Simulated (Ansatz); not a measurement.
# Optical constants of LiH

Method: Ansatz 0.2.0, DFT PBE, scalar-relativistic, plane waves, PAW. Cutoff 420 eV, 10×10×10 k-points (Γ-centred), Gaussian smearing of 0.01 eV. No spin polarisation.

The cell, relaxed at this level:
```
CELL_PARAMETERS angstrom
0.00000 2.02090 2.02090
2.02090 0.00000 2.02090
2.02090 2.02090 0.00000
ATOMIC_POSITIONS crystal
Li 0.00000 0.00000 0.00000
H 0.50000 0.50000 0.50000
```

The cell is the ideal cubic rocksalt prototype.

Independent-particle response (no local fields, no excitons) on a 16×16×16 mesh, broadened by 0.1 eV. Light polarised along y.

Question: Tabulate ε₁ and ε₂ against photon energy.

Answer:
```
E (eV)     ε₁    ε₂
   0.3   4.40  0.00
   0.7   4.45  0.00
   1.1   4.55  0.00
   1.5   4.71  0.00
   1.9   4.96  0.00
   2.3   5.37  0.00
   2.7   6.17  0.00
   3.1   8.21  2.01
   3.5   6.39  3.85
   3.9   5.21  4.13
   4.3   4.48  4.12
   4.7   4.05  4.06
   5.1   3.85  4.07
   5.5   3.81  4.33
   5.9   3.53  4.83
   6.3   3.07  5.40
   6.7   2.29  6.04
   7.1   0.96  6.62
   7.5  -1.55  5.55
   7.9  -1.25  4.26
   8.3  -1.68  3.44
   8.7  -1.58  2.64
   9.1  -1.38  2.08
   9.5  -1.16  1.66
   9.9  -0.94  1.34
  10.3  -0.70  1.10
  10.7  -0.37  0.96
  11.1  -0.25  1.02
  11.5  -0.18  1.02
  11.9  -0.23  1.09
```

Question: Where is the highest local maximum of ε₂ between 0.3 and 12 eV?

Answer: At 7.3 eV, where ε₂ = 6.8.

Question: How do the static value and the gaps compare?

Answer: ε₁(0) = 4.39; on the self-consistent k mesh the Kohn–Sham gap is 3.00 eV and the least direct gap 3.00 eV.

Cost: 1 run of about 0.27 core-minutes, on AMD EPYC 7R43 (Zen 3) (shared hosts).